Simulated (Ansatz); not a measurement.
# NiGe: computed property card

NiGe:
```xyz
8
Lattice="5.2747 0.0000 0.0000 0.0000 3.4683 0.0000 0.0000 0.0000 5.8146" Properties=species:S:1:pos:R:3 pbc="T T T"
Ni     2.6643     0.8671     4.0337
Ni     0.0269     0.8671     4.6882
Ni     2.6104     2.6012     1.7809
Ni     5.2478     2.6012     1.1264
Ge     3.6450     0.8671     0.5042
Ge     1.0076     0.8671     2.4031
Ge     1.6297     2.6012     5.3105
Ge     4.2671     2.6012     3.4115
```

Space group Pnma (No. 62); conventional cell a = 5.2747 Å, b = 3.4683 Å, c = 5.8146 Å, α = 90.00°, β = 90.00°, γ = 90.00°.

Method: r²SCAN in the plane-wave PAW code Ansatz. The cell and atoms are relaxed at this level. Other levels are named where they apply.

**Cell and energy**

```
Item                                                          Result
-----------------------------------------------------  -------------
Volume per atom                                             13.30 Å³
Density                                                   8.20 g/cm³
Formation energy from the elements (no fitted shifts)  -0.27 eV/atom
```

**Electronic structure**

```
Quantity                                                                    Result
------------------------------------  --------------------------------------------
Electronic character                                             metallic (no gap)
Density of states at the Fermi level  0.31 states/eV per atom (mean over ±0.08 eV)
Gap with spin–orbit coupling                                       none (metallic)
```

**Magnetism**

```
Quantity                                           Value
--------------  ----------------------------------------
Magnetic order  non-magnetic (starting moments vanished)
```

**Mechanics**

```
Property                             Result
----------------------------------  -------
Bulk modulus (Birch–Murnaghan fit)  146 GPa
Pressure derivative B′                  4.8
```

**Charges**

```
Property                      Value
-------------  --------------------
Bader charges  Ni -0.16, Ge +0.16 e
```

The r²SCAN relaxation kept the symmetry of its start. The workflow began spin-polarised and lost its moments. The references are the lowest solids computed at this level, not always the standard phases. Spin–orbit coupling is left out wherever it is not named.

Potentials: the later of the program's two PAW sets.
